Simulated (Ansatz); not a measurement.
SrGaSnH (space group P3m1)

```yaml
crystal:
  lattice:
    - [4.44749, 0.00000, 0.00000]
    - [-2.22375, 3.85164, 0.00000]
    - [0.00000, 0.00000, 5.16386]
  atoms:
    - { symbol: Sr, position: [0.00000, 0.00000, 0.00245] }
    - { symbol: Ga, position: [0.66667, 0.33333, 0.59959] }
    - { symbol: Sn, position: [0.33333, 0.66667, 0.45552] }
    - { symbol: H, position: [0.66667, 0.33333, 0.93173] }
```

The slice is a (1 -1 0 0) plane (indices of the conventional cell) through the point (0.667, 0.333, 0.932) (fractional), spanned by u = [110] and v = [001] in vectors of this cell: u (4.45 Å) and v (5.16 Å, at 90° to u). It covers one period; positions are fractions (u, v).

Level of theory: r2SCAN (plane waves to 500 eV, PAW, scalar-relativistic; Ansatz, a first-principles code). k mesh 9×9×7. These are valence fields of a PAW run, semicore shells included where kept as valence: close to a nucleus they are smooth pseudo fields. SrGaSnH was relaxed with its symmetry unable to fall.

Problem. What is the ELF at the density minimum of the shortest Ga–H line in this plane (1.72 Å)?

Solution. 0.5.

Problem. What is the valence density on the shortest Ga–H line in this plane (1.72 Å), at its minimum between the atoms?

Solution. 0.57 e/Å³.

Problem. Sketch the electron localisation function (ELF) on this plane as a map.

Solution. 
```
|x99962000000000026999|
|999752000000000025799|
|655432100000000123455|
|222222221111112222222|
|112223333322333332221|
|001223444444444432210|
|xx012355544445553210x|
|xx012355544445553210x|
|x00123555433455532100|
|001224554333345542210|
|112234554333345543221|
|222245544333344554222|
|222344444444444444322|
|222333444444444433322|
|111123344555544332111|
|000012334444443321000|
|000001122222222110000|
|000000000000000000000|
|321000000000000000012|
|876310000000000001367|
|999720000011000002799|
|999951000111100015999|
|x99971000011000017999|
|xx997200000000002799x|
```
Scale: ten equal steps from 0.03 (start of '0') to 1.00 (end of '9'), in the order '0123456789'. Values: electron localisation function (ELF). The map has 21 points along u (one character each, u = 0 at the left) and 24 along v (v = 0 in the bottom row). Points within 0.3 Å of a nucleus are blanked (x), as the pseudised field means little there.
